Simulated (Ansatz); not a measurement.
Bulk crystal (Pt) after relaxation:

```
Pt
1.0
     0.00000    1.98512    1.98512
     1.98512    0.00000    1.98512
     1.98512    1.98512    0.00000
Pt
1
Direct
  0.00000 0.00000 0.00000
```

Miller indices refer to the conventional cell of Fm-3m (No. 225), a = 3.970 Å, b = 3.970 Å, c = 3.970 Å, α = 90.00°, β = 90.00°, γ = 90.00°.

All numbers below come from DFT PBE, scalar-relativistic, plane waves, PAW (Ansatz 0.2.0). Cutoff 420 eV, Gaussian smearing of 0.10 eV, no spin polarisation. A dipole correction acts along the normal.

A relaxed slab with low-index faces, about a nanometre thick, has these properties:

For this slab, the surface energy (mean of both faces) is 1.49 J/m² and the work function is 5.69 eV.

Task: Which low-index plane was cut?

Result: The (111) plane.

Spin-orbit coupling is left out, which matters for the bands of heavy elements.